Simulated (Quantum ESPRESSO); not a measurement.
Band energies of GeTe monolayer at +3 % biaxial strain

```
CELL_PARAMETERS angstrom
      3.99528     0.00000     0.00000
     -1.99764     3.46002     0.00000
      0.00000     0.00000    14.40000
ATOMIC_POSITIONS crystal
  Ge 0.33333 0.66667 0.05250
  Te 0.00000 0.00000 0.94750
```

PBEsol (Quantum ESPRESSO, PseudoDojo norm-conserving, 82 Ry, no spin-orbit coupling); path ΓMKΓ; energies in eV from the valence-band maximum.

```csv
k (1/Å),point,band 11,band 12,band 13,band 14,band 15,band 16,band 17,band 18
0.00,Γ,-11.86,-6.01,-0.15,-0.11,-0.11,1.79,3.40,3.40
0.11,,-11.82,-6.01,-0.59,-0.20,-0.05,2.10,3.32,3.49
0.23,,-11.71,-6.02,-1.32,-0.41,-0.02,2.33,3.44,3.71
0.34,,-11.52,-6.08,-2.01,-0.69,-0.03,2.10,3.87,3.95
0.45,,-11.28,-6.24,-2.53,-0.96,-0.13,1.88,4.01,4.12
0.57,,-10.99,-6.52,-2.80,-1.20,-0.37,1.83,3.81,4.22
0.68,,-10.68,-6.88,-2.84,-1.38,-0.70,1.90,3.53,4.24
0.79,,-10.44,-7.20,-2.76,-1.50,-0.99,2.02,3.32,4.25
0.91,M,-10.34,-7.32,-2.71,-1.54,-1.11,2.07,3.24,4.24
1.01,,-10.32,-7.33,-2.73,-1.71,-1.07,2.33,3.19,4.15
1.12,,-10.26,-7.34,-2.86,-1.95,-1.04,2.78,3.19,4.04
1.22,,-10.17,-7.36,-3.12,-1.99,-1.05,2.59,3.79,4.05
1.33,,-10.08,-7.41,-3.36,-1.89,-1.12,2.35,4.15,4.26
1.43,K,-10.04,-7.43,-3.45,-1.82,-1.19,2.25,4.30,4.31
1.53,,-10.09,-7.40,-3.38,-1.91,-1.10,2.33,4.07,4.42
1.62,,-10.23,-7.26,-3.17,-2.13,-0.88,2.52,3.73,4.46
1.72,,-10.44,-7.04,-2.87,-2.35,-0.63,2.76,3.40,4.42
1.81,,-10.70,-6.77,-2.57,-2.41,-0.38,2.88,3.26,4.33
1.91,,-10.97,-6.49,-2.57,-2.01,-0.18,2.74,3.38,4.29
2.00,,-11.22,-6.27,-2.44,-1.54,-0.06,2.61,3.40,4.32
2.10,,-11.44,-6.12,-2.13,-1.08,0.00,2.56,3.31,4.28
2.19,,-11.62,-6.04,-1.65,-0.67,0.00,2.54,3.21,4.03
2.29,,-11.75,-6.01,-1.06,-0.36,-0.02,2.39,3.22,3.70
2.39,,-11.83,-6.01,-0.49,-0.17,-0.06,2.03,3.33,3.47
2.48,Γ,-11.86,-6.01,-0.15,-0.11,-0.11,1.79,3.40,3.40
```

The PBEsol gap is indirect, 1.79 eV, from 73 % of the way from K to Γ to Γ; the smallest direct gap is 1.91 eV.

Spin-orbit coupling is left out, which matters for elements this heavy: edges can move by tenths of an eV.

Geometry strained from the cell relaxed with PBEsol, atoms relaxed again.

This is a model layer cut from the bulk structure; whether it is stable on its own was not checked.
